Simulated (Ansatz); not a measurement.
Sn$_{2}$Pt:
```
Sn2Pt
1.0
    0.00000     4.14154     4.14154
    4.14154     0.00000     4.14154
    4.14154     4.14154     0.00000
Sn Pt
4 2
Cartesian
  5.17692   5.17692   5.17692
  5.17692   3.10615   3.10615
  3.10615   5.17692   3.10615
  3.10615   3.10615   5.17692
  2.07077   2.07077   2.07077
  0.00000   0.00000   0.00000
```

Relaxed with r²SCAN. Special points in fractions of this cell's reciprocal vectors: Γ (0.000, 0.000, 0.000); X (0.500, 0.000, 0.500); U (0.625, 0.250, 0.625); K (0.375, 0.375, 0.750); L (0.500, 0.500, 0.500); W (0.500, 0.250, 0.750).

Problem. List the band energies nearest the Fermi level at these points for the program Ansatz at the r²SCAN level (PAW).

Solution. In eV from the Fermi level; about four levels below and three above (degenerate sets whole), none deeper than 8.9 eV; points with the same levels are listed once.

```
k                          below                above
-  -----------------------------  -------------------
Γ  -1.42 -1.42 -0.38 -0.38 -0.38       1.33 1.33 1.37
X        -1.68 -1.68 -1.27 -1.27  1.00 1.00 1.57 1.57
U        -1.52 -1.15 -1.05 -0.90       0.20 0.33 0.88
L  -1.34 -1.34 -1.13 -1.13 -0.10  0.09 1.23 1.89 1.89
W        -0.96 -0.96 -0.96 -0.96  1.51 1.51 2.19 2.19
```

Space group Fd-3m (cubic Laves (MgCu2 type)). A made-up cell: these elements were put on the sites of a structure type; neither database checked (COD, Materials Project) lists it. COD files the formula under space group No. 225, so this cell is another polymorph or a model. Its standing as an ambient phase is unchecked. The cell was relaxed with r²SCAN under the symmetry of its start; its stability against distortions is not shown here. No spin polarisation was allowed. Scalar-relativistic: spin–orbit coupling is off unless named, which matters more the heavier the elements.

Potentials: the earlier of the program's two PAW sets.
